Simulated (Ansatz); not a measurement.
**Question.** Name crystals whose computed values (the program Ansatz at the PBEsol level (PAW)) fall in these windows: Θ_D (K) 200 to 280; B₀ by P(V) fit (GPa) 80 to 110.

**Answer.** 

```csv
crystal,Θ_D (K),B₀ by P(V) fit (GPa)
"Zr, hcp (Mg type)",243,97.6
"ScAg, CsCl type",277,92.4
"GaAs, rock salt",254,81.5
"LaN, zinc blende",215,91.8
```
Others may fit too.

Typed or built starts, not in the databases checked: GaAs, rock salt; LaN, zinc blende. Not the usual ambient phase: GaAs, rock salt. Standing as an ambient phase not checked: ScAg, CsCl type. All cells were relaxed under the symmetry of their starts (and spin orders); stability against distortions was not tested throughout. Rows with no word on spin ran without spin polarisation. Spin–orbit coupling is left out wherever it is not named.

Potentials: the earlier of the program's two PAW sets.
